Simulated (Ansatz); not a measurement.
Data:

AlSi₃C₃N:
```
CELL_PARAMETERS angstrom
      3.10676     0.00000     0.00000
     -1.55338     2.69053     0.00000
      0.00000     0.00000    10.06872
ATOMIC_POSITIONS crystal
  Al 0.33333 0.66667 0.98759
  N  0.33333 0.66667 0.19729
  Si 0.66667 0.33333 0.25287
  C  0.66667 0.33333 0.43544
  Si 0.33333 0.66667 0.50334
  C  0.33333 0.66667 0.68688
  Si 0.66667 0.33333 0.75521
  C  0.66667 0.33333 0.93586
```

This is the PBEsol-relaxed structure.

### Question
All from the program Ansatz at the PBEsol level (PAW), unless another level is named. Give the electronic character.

### Answer
metallic (no gap).

### Question
What about the formation energy from the elements (no fitted shifts)?

### Answer
-0.25 eV/atom.

### Question
Predict the density of states at the Fermi level.

### Answer
0.16 states/eV per atom (mean over ±0.08 eV).

Space group P3m1. The start of the workflow was typed in or built on a structure type; neither database checked (COD, Materials Project) lists it. Its standing as an ambient phase is unchecked. The PBEsol relaxation kept the symmetry of its start; its stability against distortions is not shown here. The references are the lowest solids computed at this level, not always the standard phases (solids in place of the gases).

Potentials: the earlier of the program's two PAW sets. The files were generated under PBE; for other functionals the program regenerates the frozen cores, and for LDA and PBEsol the local potential too.
